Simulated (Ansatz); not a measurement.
Problem. TaTe (rock salt, space group No. 225) is relaxed with plane-wave PAW PBE (Ansatz code). What lattice parameters of the conventional cell result?

Solution. a = 5.698 Å.

Problem. Is it a metal or does it have a gap at this level?

Solution. No gap at this level.

Space group Fm-3m (rock salt). The start of the workflow was typed in or built on a structure type; neither database checked (COD, Materials Project) lists it. Whether it is the stable phase at ambient conditions was not checked. The cell was relaxed with PBE under the symmetry of its start; whether a distortion lowers the energy is not shown. No spin polarisation was allowed. Its formation energy is positive at this level, so the cell may be metastable or incomplete. With an odd number of electrons in the cell and no spin polarisation, the count alone makes it a metal. Spin–orbit coupling is left out wherever it is not named.

Potentials: the later of the program's two PAW sets.
